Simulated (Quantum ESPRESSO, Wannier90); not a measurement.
# AlInSb2 (P-4m2): Wannier90 run

```
CELL_PARAMETERS angstrom
      4.50617     0.00000     0.00000
      0.00000     4.50617     0.00000
      0.00000     0.00000     6.34882
ATOMIC_POSITIONS crystal
  Al 0.00000 0.00000 0.00000
  In 0.50000 0.50000 0.50000
  Sb 0.00000 0.50000 0.23337
  Sb 0.50000 0.00000 0.76663
```

Structure: Materials Project mp-1228890, symmetrised, not relaxed again. Not found in the COD (Crystallography Open Database) copy used; not checked further. Computed values, not measurements, from PBEsol: Quantum ESPRESSO (norm-conserving PseudoDojo potentials, cutoff 64 Ry, no spin polarisation, no spin-orbit coupling) on a Γ-centred 8×8×6 mesh, then Wannier90. Density: 8×8×6 mesh, Gaussian smearing 0.01 Ry. Spin-orbit coupling is left out although heavy elements are present.

Valence charges of the files: Al 3, In 13, Sb 15. 41 bands were computed.

Isolated groups of bands, relative to the valence-band maximum (bands from 24 on overlap up to the last one computed):

| bands | from (eV) | to (eV) | filling | weight on atomic waves |
|---|---|---|---|---|
| 1–10 | -28.41 | -28.38 | filled | Sb 4d 100 % |
| 11–15 | -14.46 | -14.34 | filled | In 4d 99 % |
| 16–17 | -10.63 | -8.71 | filled | Sb 5s 62 %, Al 3p 11 %, In 5p 10 % |
| 18–23 | -5.73 | 0.00 | filled | Sb 5p 57 %, Al 3p 12 %, In 5p 12 % |

Wanted is a model with the orbitals Al s p, In s p, Sb s p, without the filled groups that are mainly made of other shells (semicore states, and anion s where it isn't named); all higher bands stay in for disentanglement.

Task: Give num_wann, exclude_bands and num_bands, and the number of electrons that the model holds.

Result: Electrons: 1×3 + 1×13 + 2×15 = 46, which fill 23 bands.
num_wann = 1×4 + 1×4 + 2×4 = 16.
exclude_bands = 1-15, 15 bands, so num_bands = 41 − 15 = 26.
The model holds 46 − 2×15 = 16 electrons. With the window frozen to 1.89 eV it follows pw.x to 2.4 meV rms (states up to 1.4 eV relative to the valence-band maximum).
